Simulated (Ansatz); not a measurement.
## Ru under uniaxial strain: field gradients at the nuclei

Cell: a structure deposited in the COD, whose atoms a relaxation with PBE at fixed cell left in place.

```
CELL_PARAMETERS angstrom
2.70580 0.00000 0.00000
-1.35290 2.34329 0.00000
0.00000 0.00000 4.28190
ATOMIC_POSITIONS crystal
Ru 0.33333 0.66667 0.25000
Ru 0.66667 0.33333 0.75000
```

Atom numbers follow the list; atoms alike are taken as one site, whose name carries the number of the first.

Computed with Ansatz: DFT, PBE, plane waves and PAW, scalar-relativistic, 420 eV cutoff, Γ-centred 20×20×11 k-points, Fermi–Dirac smearing 0.05 eV.

The cell is stretched along z (the third Cartesian axis of the run's cell), x and y held, and the ions relax again each time.

| strain along z (%) | Ru: V along z (10²¹ V/m²) |
| --- | --- |
| -3 | -2.11 |
| -2 | -1.83 |
| -1 | -1.52 |
| 0 | -1.19 |
| +1 | -0.89 |
| +2 | -0.60 |
| +3 | ? |

Q: Estimate the row at +3 % from the others.

A: Ru: -0.30. Worked for Ru: a straight line through the other 6 rows has a slope of 0.306 × 10²¹ V/m² per per cent of strain and gives -0.29 at +3 %, against -0.30 from the run, so the response is nearly linear here. For Ru-101 that is 3.4 MHz of C_Q per per cent.

At this cell the principal stresses reach 5 GPa in size with PBE, which can matter for small gradients. With no gap above 0.1 eV, as in a metal, the gradients converge slowly in k; expect changes of a tenth or more on a denser mesh. Without spin–orbit coupling (the program notes it for Ru) the gradients can shift somewhat, as the gap is small. With these PAW files V_zz is typically within 2 to 3 % of all-electron values, but misses above 10 % occur on Ru.
